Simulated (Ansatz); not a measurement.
Relaxed CsPbCl3 (cubic perovskite):

```
CELL_PARAMETERS angstrom
     11.47121     0.00000     0.00000
      5.73560     5.73560     0.00000
      0.00000     0.00000     5.73560
ATOMIC_POSITIONS crystal
  Cs 0.00000 0.00000 0.00000
  Cs 0.50000 0.00000 0.00000
  Pb 0.00000 0.50000 0.50000
  Pb 0.50000 0.50000 0.50000
  Cl 0.75000 0.50000 0.50000
  Cl 0.25000 0.50000 0.50000
  Cl 0.00000 0.50000 0.00000
  Cl 0.50000 0.50000 0.00000
  Cl 0.25000 0.00000 0.50000
  Cl 0.75000 0.00000 0.50000
```

The atoms are displaced by Q × the pattern below (from a DFPT mode at M = (0.5, 0.5, 0.0), largest move 1; Q in Å), at fixed cell. (q is in reciprocal vectors of the primitive cell; the cell shown is doubled to hold the pattern.)

```json
[
 {"atom": "Pb3", "x": "0.000", "y": "0.000", "z": "1.000"},
 {"atom": "Pb4", "x": "0.000", "y": "0.000", "z": "-1.000"},
 {"atom": "Cl7", "x": "0.000", "y": "0.000", "z": "0.831"},
 {"atom": "Cl8", "x": "0.000", "y": "0.000", "z": "-0.831"}
]
```

Atoms not listed stay in place.

Method: PBE (plane waves to 420 eV, PAW, scalar-relativistic; Ansatz, a first-principles code). k mesh 6×6×6 (Γ-centred), Fermi-Dirac smearing 0.05 eV. Energies are smeared free energies. CsPbCl3 was relaxed with its symmetry unable to fall. Spin-orbit coupling is left out, though Pb is heavy. This is a high-temperature form of CsPbCl3. The zero of ΔE is the undisplaced structure.

```csv
Q (Å),ΔE (eV/cell)
-0.100,0.0118
-0.067,0.0052
-0.033,0.0013
0.000,0.0000
0.033,0.0013
0.067,0.0052
0.100,0.0118
```

### Question
Which DFPT wavenumber at M = (0.5, 0.5, 0.0) belongs to this mode?
(A) 13 cm⁻¹
(B) 37 cm⁻¹
(C) 241 cm⁻¹
(D) 198 cm⁻¹

### Answer
B, 37 cm⁻¹. The curvature of the scan gives 37 cm⁻¹

(A displaced cell: forces are minus the slopes of the energy, force constants its curvatures, and phonons follow from these.)
